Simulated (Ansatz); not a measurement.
## Property card for ZrSi

ZrSi:
Space group Cmcm (No. 63); a = 3.706 Å, b = 9.819 Å, c = 3.718 Å, α = β = γ = 90.00°

```tsv
atom	site	symmetry	x	y	z
Si	4c	m2m	0.0000	0.5786	0.2500
Zr	4c	m2m	0.0000	0.1453	0.7500
```
(The calculation used a cell of 4 atoms; values per cell refer to that cell.)

Space group Cmcm (No. 63); conventional cell a = 3.706 Å, b = 9.819 Å, c = 3.718 Å, α = β = γ = 90.00°.

Method: the program Ansatz at the LDA level (PAW). The cell and atoms are relaxed at this level. Other levels are named where they apply.

Cell and energy:

```yaml
volume_per_atom: 16.91 Å³
density: 5.86 g/cm³
Formation energy from the elements (no fitted shifts): -1.02 eV/atom
```

Electronic structure:

```yaml
electronic_character: metallic (no gap)
Density of states at the Fermi level: 0.25 states/eV per atom (mean over ±0.08 eV)
```

Mechanics:

```yaml
Bulk modulus (Birch–Murnaghan fit): 158 GPa
Pressure derivative B′: 4.1
```

Phonons:

```yaml
highest_zone_centre_frequency: 411 cm⁻¹
zone_centre_stability: no imaginary mode at Γ
```

A made-up cell: these elements were put on the sites of a structure type; the Crystallography Open Database files this formula in space group No. 63, but the cells were not matched. Its standing as an ambient phase is unchecked. The cell was relaxed with LDA under the symmetry of its start. The run is not spin-polarised. The volume moved by -25 % from the start of the relaxation. As this level gives no gap, phonon frequencies hold no LO–TO term and depend on the k-mesh and smearing (Fermi–Dirac, 0.1 eV here). The references are the lowest solids computed at this level, not always the standard phases. Spin–orbit coupling is left out wherever it is not named.

Potentials: the later of the program's two PAW sets.
